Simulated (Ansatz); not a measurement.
TaS₂ (CdI2 type, space group No. 164), plane-wave PAW PBE (Ansatz code), all energies at zero smearing, with the estimated change up to a 700 eV cutoff added, with one set of potentials and settings (totals compare only within such a set). Cell of 3 atoms (1 Ta, 2 S): -11739.501 eV.

```json
[
 {"element": "Ta", "reference phase": "Im-3m, 1 atoms in the cell", "E (eV/atom)": "-9932.2522"},
 {"element": "S", "reference phase": "Fddd, 32 atoms in the cell", "E (eV/atom)": "-902.0599"}
]
```

Formation energy per atom, worked out: (-11739.501 − 1×(-9932.2522) − 2×(-902.0599))/3 = -1.043 eV/atom (-101 kJ per mol of atoms), at 0 K, without zero-point energy or fitted corrections.

Space group P-3m1 (CdI2 type). The PBE relaxation kept the symmetry of its start. No spin polarisation was allowed. The volume lies over 15 % above that of the usual cell of this phase: another minimum, or an error of the functional. A crystal of weakly bound layers computed without a dispersion correction: the cell and the soft elastic constants depend strongly on that. The references are the lowest solids computed at this level, not always the standard phases. Scalar-relativistic: spin–orbit coupling is off unless named, which matters more the heavier the elements.

Potentials: the later of the program's two PAW sets.
